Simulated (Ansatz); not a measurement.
**Strain response of Cu**

These are results of Ansatz, DFT PBEsol, scalar-relativistic, plane waves, PAW, not measurements. Settings: 420 eV cutoff, 24×24×12 k-mesh, Gaussian smearing of 0.10 eV, no spin polarisation.

Starting point, cell and atoms relaxed:

```yaml
crystal:
  lattice:
    - [2.52059, 0.00000, 0.00000]
    - [-1.26030, 2.18290, 0.00000]
    - [0.00000, 0.00000, 4.11652]
  atoms:
    - { symbol: Cu, position: [0.33333, 0.66667, 0.25000] }
    - { symbol: Cu, position: [0.66667, 0.33333, 0.75000] }
```

Deformation: biaxial strain in the a-b plane, with the length and tilt of c and the atoms relaxed, all within the symmetry that the strain leaves. Energies are extrapolated to zero smearing. On this cell's mesh the reference holds a stress of up to 0.44 GPa.

```csv
strain (%),ΔE (meV/atom),a (Å),b (Å),c (Å)
-6.0,104.3,2.369,2.369,4.303
-4.0,42.6,2.420,2.420,4.237
-2.0,9.3,2.470,2.470,4.178
+0.0,0.0,2.521,2.521,4.117
+2.0,9.8,2.571,2.571,4.068
+4.0,34.2,2.621,2.621,4.012
+6.0,68.7,2.672,2.672,3.948
```

Task: What stiffness (1/V) d²E/dε² at zero strain does a cubic fit over all points give?

Result: A cubic fit gives (1/V) d²E/dε² = 680 GPa at zero strain (twice the biaxial modulus).

Task: How does the free axis c answer a small strain?

Result: Between the innermost points its strain is -0.67 times the applied one.

This form isn't the element's structure at ambient conditions.